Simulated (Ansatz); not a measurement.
# A trial form of Zr2C

Computed with DFT PBE, scalar-relativistic, plane waves, PAW in Ansatz. Cutoff 420 eV, Gaussian smearing, Γ-centred meshes. Cell and atoms relax on a converged mesh. In metals the finer mesh still leaves noise of several meV/atom or more. The steps can't lower the symmetry of their start. No spin polarisation in the relaxation; trial moments died out in a coarse test.

A trial structure of Zr2C was built thus: ordered vacancies on the anion sites of nickel arsenide (P-6m2, No. 187) (occupants of the shared sites, in ratio, C: 1, vacant: 1). Its size is a rough estimate.

```yaml
crystal:
  lattice:
    - [3.37554, 0.00000, 0.00000]
    - [-1.68777, 2.92330, 0.00000]
    - [0.00000, 0.00000, 5.23209]
  atoms:
    - { symbol: Zr, position: [0.00000, 0.00000, 0.75000] }
    - { symbol: Zr, position: [0.00000, 0.00000, 0.25000] }
    - { symbol: C, position: [0.33333, 0.66667, 0.00000] }
```

Energies over the elements count from the elements' standard structures at the same level, with no fitted energy shifts.

Question: Where does the relaxation end?

Answer: The symmetry stays P-6m2 (No. 187). The volume per atom grows by 1.1 %, from 17.2 to 17.4 Å³. The shortest distance goes from 2.35 Å (Zr–C) to 2.34 Å (Zr–C). The ratio c/a of the conventional cell changes by a factor of 1.13. The energy falls by about 0.13 eV/atom (the start's value is from the coarse mesh). Conventional cell: a = 3.248 Å, c = 5.710 Å. Zr has 3 C at 2.34 Å, 2 Zr at 2.79–2.92 Å and 6 Zr at 3.25 Å; C has 6 Zr at 2.34 Å.

```xyz
3
Lattice="3.2485 0.0000 0.0000 -1.6242 2.8133 0.0000 0.0000 0.0000 5.7096" Properties=species:S:1:pos:R:3 pbc="T T T"
Zr    0.0000    0.0000    4.3142
Zr    0.0000    0.0000    1.3953
C     0.0000    1.8755    0.0000
```

Question: How does it come out in energy, and is it a metal?

Answer: The formation energy is −0.13 eV/atom and the gap on the 18×18×10 mesh of the 3-atom cell is 0 eV (a metal).

A negative formation energy is needed for stability but isn't enough: competing phases decide.

The last run used Gaussian smearing of 0.10 eV. The reference form of C is held partly by dispersion forces, which this level lacks. Symmetry constrained the relaxation, so the result can be a saddle point.
